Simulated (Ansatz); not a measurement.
InAs (rock salt, Fm-3m), the program Ansatz at the LDA level (PAW), all energies at zero smearing, with the estimated change up to a 700 eV cutoff added, with one set of potentials and settings (totals compare only within such a set). Cell of 2 atoms (1 In, 1 As): -10230.982 eV.

```json
[
 {"element": "In", "reference phase": "I4/mmm, 1 atoms in the cell", "E (eV/atom)": "-5457.1653"},
 {"element": "As", "reference phase": "R-3m, 2 atoms in the cell", "E (eV/atom)": "-4773.6736"}
]
```

Formation energy per atom, worked out: (-10230.982 − 1×(-5457.1653) − 1×(-4773.6736))/2 = -0.071 eV/atom (-7 kJ per mol of atoms), at 0 K, without zero-point energy or fitted corrections.

The first step of the workflow began from a Materials Project structure, measured or hypothetical; the Crystallography Open Database copy checked does not list it. It is not the phase usual at ambient conditions (space group No. 216). The LDA relaxation kept the symmetry of its start; of distortions, only those at the zone centre were tested. The references are the lowest solids computed at this level, not always the standard phases.

Potentials: the later of the program's two PAW sets.
